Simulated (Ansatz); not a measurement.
# RbCuBr3 single point

input.yaml (Ansatz 0.2.0)

```yaml
crystal:
  lattice:
    - [5.30212629, 0.0, 0.0]
    - [0.0, 5.30212629, 0.0]
    - [0.0, 0.0, 5.30212629]
  atoms:
    - { symbol: Cu, position: [0.0, 0.0, 0.0], spin: 1.0 }
    - { symbol: Br, position: [0.5, 0.0, 0.0] }
    - { symbol: Br, position: [0.0, 0.5, 0.0] }
    - { symbol: Br, position: [0.0, 0.0, 0.5] }
    - { symbol: Rb, position: [0.5, 0.5, 0.5] }
kpoints:
  mp_grid: { grid: [5, 5, 5], shift: [0, 0, 0] }
  band_path:
    path:
      - [0.0, 0.0, 0.0]
      - [0.0, 0.5, 0.0]
      - [0.5, 0.5, 0.0]
      - [0.0, 0.0, 0.0]
      - [0.5, 0.5, 0.5]
      - [0.0, 0.5, 0.0]
      - [0.5, 0.5, 0.5]
      - [0.5, 0.5, 0.0]
    npoints: 20
magnetization:
  spin_polarized: true
scf:
  occupations: { method: fermi_dirac }
  lower_state_search: "off"
  max_iter: 200
hamiltonian:
  pseudopotentials: { kind: paw }
  xc: r2scan
basis:
  ecutwfc: 500
  fft_grid_basis: typed
output:
  forces: true
  stress: true
  eigenvalues: true
  bader: true
  populations: true
  elf: true
  write_potential: true
  volumetric_format: npy
  dos:
    e_range: [-12, 8]
    de: 0.05
    projected: { site_lists: { Br: [Br], Cu: [Cu], Rb: [Rb] } }
checkpoint:
  read: saved_state
```

Command:

```sh
ansatz run input.yaml --threads 1 --pin off --max-ram 2560MiB --backend cpu --events-out ev --progress --plain --runs-dir out
```

The run starts from an earlier solution of this cell. The state carries no moments; the state need not be the lowest.

Excerpt of what it printed:

```
Magnetization: 0.0000 μB (24.5000 up, 24.5000 down)
Absolute magnetization: 0.0000 μB (∫|ρ↑−ρ↓|, with the PAW one-centre terms)
Spin contamination: 0.0000 ħ² per cell (⟨S²⟩ above its minimum at these occupations)
Per-site moments (μB) at R_I (Å): [(2.433e-5, 1.0936), (3.378e-6, 1.0936), (3.378e-6, 1.0936), (3.378e-6, 1.0936), (-2.246e-8, 1.5465)]
Free energy (F): -18292.9977 eV
Harris-Foulkes:  -18292.9977 eV  (|F-HF|=5.75e-10)
Internal energy: -18292.9393 eV  (E = F + TS)
E sigma→0 (E₀):  -18292.9685 eV
Entropy (-TS):   -0.0585 eV (-11.691 meV/atom)
Fermi energy:    3.2205 eV
--- Forces (eV/Å), atoms counted from 1 ---
  atom   1  Cu     0.0000     0.0000     0.0000
  atom   2  Br     0.0000     0.0000     0.0000
  atom   3  Br     0.0000     0.0000     0.0000
  atom   4  Br     0.0000     0.0000     0.0000
  atom   5  Rb     0.0000     0.0000     0.0000
--- Stress (GPa, compression-positive) ---
       -2.5812       0.0000       0.0000
        0.0000      -2.5812       0.0000
        0.0000       0.0000      -2.5812
  P = ⅓ Tr σ = -2.5812 GPa (-25.812 kbar)
--- Löwdin populations: 5 sites ---
  site symbol       q [e]    m [muB]
     0     Cu     18.1880     0.0000
     1     Br      7.4496     0.0000
     2     Br      7.4496     0.0000
     3     Br      7.4496     0.0000
     4     Rb      8.2897     0.0000
  spilling = 0.0035 (of n_electrons = 49.0000)
--- Bader charges: 5 sites ---
  site symbol  charge [e]  shift [e]    m [muB]
     0     Cu      0.7999     0.0033     0.0000
     1     Br     -0.5590     0.0011     0.0000
     2     Br     -0.5590     0.0011     0.0000
     3     Br     -0.5590     0.0011     0.0000
     4     Rb      0.8772     0.0000     0.0000
```

Origin: a known structure type with other elements, at an estimated volume, so it need not be a known compound. Caveats: an odd electron count with no moments left, so an order that this cell can't hold may lie lower.

Cost: 89 s on 1 thread of Intel(R) Xeon(R) Platinum 8488C (Sapphire Rapids), with other jobs on the host, peak memory 1.2 GiB (start from a saved density).
